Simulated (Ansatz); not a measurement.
InSb3 and the effect of the share of exact exchange

```xyz
4
Lattice="0.0000 3.7946 3.7946 3.7946 0.0000 3.7946 3.7946 3.7946 0.0000" Properties=species:S:1:pos:R:3 pbc="T T T"
Sb    3.7946    3.7946    3.7946
Sb    5.6918    5.6918    5.6918
Sb    1.8973    1.8973    1.8973
In    0.0000    0.0000    0.0000
```

The cell comes from a database or a generator and needn't be the stable form of this composition.

Kept alike: task single point; functional PBE0 form with a typed share of exact exchange; k mesh 4 × 4 × 4; occupations fermi-dirac, width 0.05 eV; no spin polarisation. Program: Ansatz, Ansatz PAW, cutoff 420 eV. The mesh is that of the run's cell of 4 atoms. No spin-orbit coupling.

| share of exact exchange, α | pressure (GPa) |
| --- | --- |
| 0 | -1.28 |
| 0.1 | -2.44 |
| 0.15 | -2.95 |
| 0.35 | -4.69 |
| 0.5 | -5.97 |

Pressure is positive in compression, with a Pulay correction for the finite cutoff. For a metal such a mesh leaves the last digits unconverged. All rows use potentials made for PBE. The mesh is thin for exact exchange.

**Question.** What does the share of exact exchange change here?

**Answer.** The pressure falls from -1.28 to -5.97 GPa between 0 and 0.5. Exact exchange shortens the bonds here, so the pressure at fixed cell falls.
